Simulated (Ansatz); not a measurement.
**Relaxing an invented CdS4 structure**

Level of theory: DFT PBE, scalar-relativistic, plane waves, PAW (Ansatz). Cutoff 420 eV, Gaussian smearing, Γ-centred meshes. Cell and atoms relax first on a coarse mesh and then on a finer one. In between, the cell is made exact in the group found at 0.06 Å. In metals the finer mesh still leaves noise of several meV/atom or more. The steps can't lower the symmetry of their start. No spin polarisation.

A trial structure of CdS4 was built thus: random cell by space group and Wyckoff sites (P4/mmm, No. 123). The dimensions are guesses.

```cif
data_structure
_symmetry_space_group_name_H-M 'P4/mmm'
_symmetry_Int_Tables_number 123
_cell_length_a 4.6883
_cell_length_b 4.6883
_cell_length_c 6.1499
_cell_angle_alpha 90.000
_cell_angle_beta 90.000
_cell_angle_gamma 90.000
_cell_volume 135.18
loop_
_atom_site_label
_atom_site_type_symbol
_atom_site_symmetry_multiplicity
_atom_site_Wyckoff_symbol
_atom_site_fract_x
_atom_site_fract_y
_atom_site_fract_z
_atom_site_occupancy
Cd1 Cd 1 b 0.00000 0.00000 0.50000 1
S1 S 4 i 0.00000 0.50000 0.15301 1
```

The zero of energy is the elements' standard structures at the same level; no fitted shifts are applied.

Q: What does it relax into?

A: The symmetry stays P4/mmm (No. 123). The volume per atom shrinks by 13.6 %, from 27.0 to 23.4 Å³. The shortest distance goes from 1.88 Å (S–S) to 1.98 Å (S–S). The ratio c/a of the conventional cell changes by a factor of 0.79. The energy falls by about 0.18 eV/atom (the start's value is from the coarse mesh). Conventional cell: a = 4.839 Å, c = 4.989 Å. Cd is surrounded by 8 S at 2.85 Å; around S lie 1 S at 1.98 Å and 2 Cd at 2.85 Å.

```cif
data_structure
_symmetry_space_group_name_H-M 'P 1'
_symmetry_Int_Tables_number 1
_cell_length_a 4.8392
_cell_length_b 4.8392
_cell_length_c 4.9895
_cell_angle_alpha 90.000
_cell_angle_beta 90.000
_cell_angle_gamma 90.000
_cell_volume 116.84
loop_
_atom_site_label
_atom_site_type_symbol
_atom_site_fract_x
_atom_site_fract_y
_atom_site_fract_z
_atom_site_occupancy
Cd1 Cd 0.00000 0.00000 0.50000 1
S1 S 0.00000 0.50000 0.19829 1
S2 S 0.50000 0.00000 0.19829 1
S3 S 0.00000 0.50000 0.80171 1
S4 S 0.50000 0.00000 0.80171 1
```

Q: How does it come out in energy, and is it a metal?

A: The formation energy is +0.10 eV/atom. The gap on the 8×8×8 mesh of the 5-atom cell is 0 eV (a metal).

The separate elements lie lower, so it is unstable against them.

The last run used Gaussian smearing of 0.10 eV. The reference form of S is held partly by dispersion forces, which this level lacks. A structure relaxed within its symmetry needn't be a true minimum.
